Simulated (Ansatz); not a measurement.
**Ansatz 0.2.0, relaxation: RbBrF4**

Launch command:

```bash
ansatz run input.yaml --threads 2 --pin off --max-ram 3584MiB --backend cpu --events-out ev --progress --plain --runs-dir out
```

The input file (Ansatz 0.2.0, plane waves):

```yaml
crystal:
  lattice:
    - [0.0, 6.218525, 0.0]
    - [6.218525, 0.0, 0.0]
    - [3.109262, 3.109262, -5.593648]
  atoms:
    - { symbol: Rb, position: [0.25, 0.25, 0.5] }
    - { symbol: Rb, position: [0.75, 0.75, 0.5] }
    - { symbol: F, position: [0.773, 0.273, 0.758] }
    - { symbol: F, position: [0.273, 0.469, 0.758] }
    - { symbol: F, position: [0.469, 0.969, 0.758] }
    - { symbol: F, position: [0.969, 0.773, 0.758] }
    - { symbol: F, position: [0.727, 0.531, 0.242] }
    - { symbol: F, position: [0.227, 0.727, 0.242] }
    - { symbol: F, position: [0.031, 0.227, 0.242] }
    - { symbol: F, position: [0.531, 0.031, 0.242] }
    - { symbol: Br, position: [0.5, 0.0, 0.0] }
    - { symbol: Br, position: [0.0, 0.5, 0.0] }
  symmetry: { tolerance: 0.0003 }
kpoints:
  mp_grid: { grid: [5, 5, 5], shift: [0, 0, 0] }
magnetization:
  spin_polarized: false
scf:
  occupations: { method: fermi_dirac }
  lower_state_search: "off"
hamiltonian:
  pseudopotentials: { kind: paw }
  xc: r2scan
basis:
  ecutwfc: 500
  fft_grid_basis: typed
relax:
  max_steps: 80
  cell: { p_target: 0.0 }
output:
  forces: true
  stress: true
  eigenvalues: true
  bader: true
  populations: true
  elf: true
  write_potential: true
  volumetric_format: npy
  dos:
    e_range: [-12, 8]
    de: 0.05
    projected: { site_lists: { Br: [Br], F: [F], Rb: [Rb] } }
  write_density: true
checkpoint:
  read: saved_state
```

Origin of the cell: a known structure type with other elements, at an estimated volume, so it need not be a known compound.

The smearing width isn't typed, so it takes its default of 0.1 eV.

The saved state is a converged single point of the same cell.

Output (shortened):

```
Pseudopotentials: kind: paw
Pseudopotential: Rb, paw, valence charge 9, recommended cutoff 500 eV (meta_gga), Rb.paw.azcp
Pseudopotential: F, paw, valence charge 7, recommended cutoff 500 eV (meta_gga), F.paw.azcp
Pseudopotential: Br, paw, valence charge 7, recommended cutoff 500 eV (meta_gga), Br.paw.azcp
Functional definition: r2SCAN
  exchange = r2scan_x(k0 = k0, k1 = k1, a1 = a1)
  correlation = r2scan_c
Crystal: 12 atoms, lattice volume = 216.307 Å³
Basis set: ecut = 500 eV, 5497 PW (Γ), exchange–correlation on 192×192×216 points (64 copies of the dense FFT grid, shifted against one another)
Bands: 56, of which v1, the nominal top of the filled ones, is band 44 counted from 1 (43 counted from 0)
Symmetry: 16 space group operations
[… 12 lines left out …]
Initial density: read from a saved state, or passed on in memory by an earlier SCF of this step, an earlier step, the calling program or the single point that the run made first
Functional: x = r2scan, c = r2scan; τ floored in thin density (d = 2e-4 eV/Å³)
SCF iter   1: F=-18617.299393 eV  HF=-18617.293736 eV  Δρ=1.01e-3  dr2=3.03e-4  dr2_τ=4.69e-4
SCF iter   2: F=-18617.299577 eV  HF=-18617.299204 eV  Δρ=5.20e-4  dr2=8.90e-5  dr2_τ=1.99e-4
SCF iter   3: F=-18617.299452 eV  HF=-18617.299447 eV  Δρ=3.97e-5  dr2=3.19e-6  dr2_τ=4.20e-7
SCF iter   4: F=-18617.299453 eV  HF=-18617.299453 eV  Δρ=2.59e-5  dr2=9.49e-7  dr2_τ=1.69e-7
SCF iter   5: F=-18617.299453 eV  HF=-18617.299453 eV  Δρ=1.09e-5  dr2=1.59e-7  dr2_τ=3.00e-8
SCF iter   6: F=-18617.299453 eV  HF=-18617.299453 eV  Δρ=2.22e-6  dr2=8.17e-9  dr2_τ=8.69e-10
relax step   1: F+E_penalty+E_count = -18617.299453 eV  Δ(F+E_penalty+E_count) = +0.000e0 eV  max|allowed force component| = 7.235e-2 eV/Å  Δτ_max = 0.0000 Å  P = +2.566 GPa  Ω = 216.307 Å³ […]
relax step   2: F+E_penalty+E_count = -18617.391527 eV  Δ(F+E_penalty+E_count) = -9.207e-2 eV  max|allowed force component| = 1.700e-1 eV/Å  Δτ_max = 0.0717 Å  P = +0.064 GPa  Ω = 242.760 Å³ […]
relax step   3: F+E_penalty+E_count = -18617.417322 eV  Δ(F+E_penalty+E_count) = -2.579e-2 eV  max|allowed force component| = 5.869e-2 eV/Å  Δτ_max = 0.0222 Å  P = +0.140 GPa  Ω = 236.689 Å³ […]
relax step   4: F+E_penalty+E_count = -18617.420118 eV  Δ(F+E_penalty+E_count) = -2.796e-3 eV  max|allowed force component| = 7.443e-3 eV/Å  Δτ_max = 0.0078 Å  P = +0.058 GPa  Ω = 235.056 Å³ […]
relax step   5: F+E_penalty+E_count = -18617.420031 eV  Δ(F+E_penalty+E_count) = +8.780e-5 eV  max|allowed force component| = 8.691e-4 eV/Å  Δτ_max = 0.0001 Å  P = -0.003 GPa  Ω = 235.342 Å³ […]
relax step   6: F+E_penalty+E_count = -18617.427405 eV  Δ(F+E_penalty+E_count) = -7.375e-3 eV  max|allowed force component| = 1.402e-3 eV/Å  Δτ_max = 0.0000 Å  P = -0.041 GPa  Ω = 235.342 Å³  stress off target by 4.12e-2 GPa […]
SCF 6 converged in 7 iterations: F = -18617.427405 eV  dr2 = 2.37e-11
basis re-selected at this cell: Δ(F+E_penalty+E_count) = -7.375e-3 eV, ΔP = -0.038 GPa vs the last step (what re-selecting the basis moved, of the pressure what is left beyond the Pulay corre […]
SCF converged after 7 iterations
Free energy (F): -18617.427405 eV
Harris-Foulkes:  -18617.427405 eV  (|F-HF|=4.73e-11)
Internal energy: -18617.427405 eV  (E = F + TS)
E sigma→0 (E₀):  -18617.427405 eV
Entropy (-TS):   -0.000000 eV (-0.000 meV/atom)
Fermi energy:    2.714669 eV
--- Per-component energies (eV) ---
  E_band       = -720.631581
  E_kinetic    = 2300.840341
  E_local      = -7146.423228  (includes V_loc(G=0)·N_el)
  E_nonlocal   = 1067.016721
  E_hartree    = 2529.831857
  E_xc         = -1373.854153
  E_vxc        = -1450.474018  (∫ρ·V_xc dr)
  E_paw        = -11433.817651  (= ΣΔE_a)
  E_vpaw       = -649.425425  (= ΣTr[D̂ρ^β])
  E_aug_tail   = 0.008316  (compensation charges beyond the density's cutoff)
  E_vtau       = 98.161735  (kinetic-family band-sum trace: ∫τ·v_τ [+ j·A + Jᵃ·Aᵃ] dr)
  E_ewald      = -4560.168235
  E_core_change = -0.861374  (= ΣΔE_core)
  E_smearing   = -0.000000  (= −TS)
  Σ components = -18617.427405   (vs F -18617.427405, Δ=0.00e0)
--- Forces (eV/Å), atoms counted from 1 ---
  atom   1  Rb     0.000000    -0.000000     0.000000
  atom   2  Rb    -0.000000     0.000000    -0.000000
  atom   3  F     -0.000460    -0.000460    -0.001402
  atom   4  F      0.000460    -0.000460    -0.001402
  atom   5  F      0.000460     0.000460    -0.001402
  atom   6  F     -0.000460     0.000460    -0.001402
  atom   7  F     -0.000460     0.000460     0.001402
  atom   8  F      0.000460     0.000460     0.001402
  atom   9  F      0.000460    -0.000460     0.001402
  atom  10  F     -0.000460    -0.000460     0.001402
  atom  11  Br     0.000000     0.000000     0.000000
  atom  12  Br     0.000000     0.000000     0.000000
  max |Σ_I F_I| component: 1.52e-18 eV/Å
--- Stress (GPa, compression-positive) ---
       -0.040378       0.000000      -0.000000
        0.000000      -0.040378      -0.000000
       -0.000000      -0.000000      -0.041244
  P = ⅓ Tr σ = -0.0407 GPa (-0.407 kbar)
--- Relaxed structure (5 steps of the walk, 5 accepted, 1 SCFs on fresh bases) ---
  F+E_penalty+E_count = -18617.427405 eV   max|allowed force component| = 1.402e-3 eV/Å   (the final SCF, on the basis selected at the relaxed cell)
  cell:  # Å, volume = 235.3424 Å³
    - [-6.388e-15, 6.396701, -2.858e-7]
    - [6.396701, -6.388e-15, -2.858e-7]
    - [3.198350, 3.198350, -5.751592]
  atoms:
    - { symbol: Rb, position: [0.250000, 0.250000, 0.500000] }
    - { symbol: Rb, position: [0.750000, 0.750000, 0.500000] }
    - { symbol: F, position: [0.767392, 0.267392, 0.764673] }
    - { symbol: F, position: [0.267392, 0.467934, 0.764673] }
    - { symbol: F, position: [0.467934, 0.967934, 0.764673] }
    - { symbol: F, position: [0.967934, 0.767392, 0.764673] }
    - { symbol: F, position: [0.732608, 0.532066, 0.235327] }
    - { symbol: F, position: [0.232608, 0.732608, 0.235327] }
    - { symbol: F, position: [0.032066, 0.232608, 0.235327] }
    - { symbol: F, position: [0.532066, 0.032066, 0.235327] }
    - { symbol: Br, position: [0.500000, -2.285e-19, 3.874e-19] }
    - { symbol: Br, position: [-1.703e-19, 0.500000, 3.874e-19] }
--- Löwdin populations: 12 sites ---
  site symbol       q [e]
     0     Rb      8.1640
     1     Rb      8.1640
     2      F      7.5110
     3      F      7.5110
     4      F      7.5110
     5      F      7.5110
     6      F      7.5110
     7      F      7.5110
     8      F      7.5110
     9      F      7.5110
    10     Br      5.5559
    11     Br      5.5559
  spilling = 0.005370 (of n_electrons = 88.000000)
--- Bader charges: 12 sites ---
  site symbol  charge [e]  shift [e]
     0     Rb      0.9337     0.0000
     1     Rb      0.9337     0.0000
     2      F     -0.6148     0.0016
     3      F     -0.6148     0.0016
     4      F     -0.6148     0.0016
     5      F     -0.6148     0.0016
     6      F     -0.6148     0.0016
     7      F     -0.6148     0.0016
     8      F     -0.6148     0.0016
     9      F     -0.6148     0.0016
    10     Br      1.5254     0.0063
    11     Br      1.5254     0.0063
  estimated error of the sums over rays = 2.7e-4 e
```

The starting structure.

Space group I4/mcm (No. 140); the run's cell has a = 6.219 Å, b = 6.219 Å, c = 7.115 Å, α = 64.09°, β = 64.09°, γ = 90.00°. Shortest distances: Br–F 1.90 Å, F–F 2.67 Å, F–Rb 2.77 Å.

The relaxed structure.

Space group I4/mcm (No. 140); the run's cell has a = 6.397 Å, b = 6.397 Å, c = 7.317 Å, α = 64.08°, β = 64.08°, γ = 90.00°. Shortest distances: Br–F 1.91 Å, F–F 2.71 Å, F–Rb 2.87 Å.

* Free energy lowered by: 10.7 meV/atom
* Volume change: 8.80 %
* Final pressure: -0.04 GPa
* Relaxation steps listed: 6
* Gap on the mesh: 3.88 eV

Caveats: the relaxation held the start's symmetry, so the end may be a saddle point.

Time: 100 s on 2 threads of Intel(R) Xeon(R) Platinum 8488C (Sapphire Rapids), with other jobs on the host, peak memory 1.2 GiB, from a saved density.
